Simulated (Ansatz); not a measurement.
BiB:
```yaml
crystal:
  lattice:
    - [3.35394, 0.00000, 0.00000]
    - [0.00000, 3.35394, 0.00000]
    - [0.00000, 0.00000, 3.35394]
  atoms:
    - { symbol: B, position: [0.00000, 0.00000, 0.00000] }
    - { symbol: Bi, position: [0.50000, 0.50000, 0.50000] }
```

Relaxed with PBE. Special points in fractions of this cell's reciprocal vectors: Γ (0.000, 0.000, 0.000); X (0.000, 0.500, 0.000); M (0.500, 0.500, 0.000); R (0.500, 0.500, 0.500).

**Question.** List the band energies nearest the Fermi level at these points for PBE in the plane-wave PAW code Ansatz.

**Answer.** In eV from the Fermi level; about four levels below and three above (degenerate sets whole), none deeper than 8.9 eV; … stands for higher levels left out; points with the same levels are listed once.

```tsv
k	below	above
Γ	-2.54 -0.69 -0.69 -0.69	5.73 5.73 …
X	-8.49	1.88 2.01 2.01
M	-5.32 -5.32 -5.27	2.41 5.34 5.34
R	-2.22 -2.22 -2.22 -1.17 -1.17 -1.17	…
```

Space group Pm-3m (CsCl type). The cell is a constructed one: a structure type filled with these elements; neither database checked (COD, Materials Project) lists it. Whether it is the stable phase at ambient conditions was not checked. Symmetry was held in the PBE relaxation; whether a distortion lowers the energy is not shown. Spin–orbit coupling is left out wherever it is not named.

Potentials: the later of the program's two PAW sets.
